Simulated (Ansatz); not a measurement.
# Sr2ZnWO6: computed property card

Sr2ZnWO6:
```
CELL_PARAMETERS angstrom
     -2.78725     2.78725     4.01618
      2.78725    -2.78725     4.01618
      2.78725     2.78725    -4.01618
ATOMIC_POSITIONS crystal
  Sr 0.25000 0.75000 0.50000
  Sr 0.75000 0.25000 0.50000
  Zn 0.50000 0.50000 0.00000
  W  0.00000 0.00000 0.00000
  O  0.80245 0.71867 0.52112
  O  0.19755 0.28133 0.47888
  O  0.71867 0.19755 0.91622
  O  0.28133 0.80245 0.08378
  O  0.23914 0.23914 0.00000
  O  0.76086 0.76086 0.00000
```

Space group I4/m (No. 87); conventional cell a = b = 5.5745 Å, c = 8.0324 Å, α = β = γ = 90.00°.

Method: DFT-r²SCAN in the program Ansatz with PAW potentials. Structure relaxed to zero pressure with the same functional. Other levels are named where they apply.

Cell and energy:

- Volume per atom = 12.48 Å³
- Density = 6.92 g/cm³
- Formation energy from the elements (no fitted shifts) = -2.69 eV/atom

Electronic structure:

- Band gap = 3.41 eV (indirect)
- Valence-band maximum = at N
- Conduction-band minimum = at X (2 equivalent valleys)
- Smallest direct gap on the standard path = 3.65 eV
- Electron effective mass = 1.2, 1.4, 6.8 mₑ (principal values)
- Electron effective mass with spin–orbit coupling = 1.3, 1.6, 7.7 mₑ (principal values)
- Hole effective mass = 0.38, 1.5, 2.4 mₑ (principal values)
- Hole effective mass with spin–orbit coupling = 0.54, 0.88, 1.3 mₑ (principal values)
- HSE06 gap on the r²SCAN cell = 4.60 eV
- Gap with spin–orbit coupling = 3.33 eV

Mechanics:

* **Bulk modulus (Birch–Murnaghan fit)**: 150 GPa
* **Pressure derivative B′**: 4.8

Charges:

- Bader charges = Sr +1.65, Zn +1.41, W +3.11, O -1.31 to -1.30 e

The workflow started from a Materials Project entry (that database holds measured and hypothetical structures alike); the Crystallography Open Database copy checked does not list it. COD files the formula under space group No. 14, 225. With Zn and W taken as one species the cell has the higher symmetry I4/mcm, so it may be an ordered model of a mixed-site phase. Its standing as an ambient phase is unchecked. The r²SCAN relaxation kept the symmetry of its start; its stability against distortions is not shown here. The run is not spin-polarised. No Hubbard U is applied. The references are the lowest solids computed at this level, not always the standard phases (solids in place of the gases). Scalar-relativistic: spin–orbit coupling is off unless named, which matters more the heavier the elements.

Potentials: the later of the program's two PAW sets.
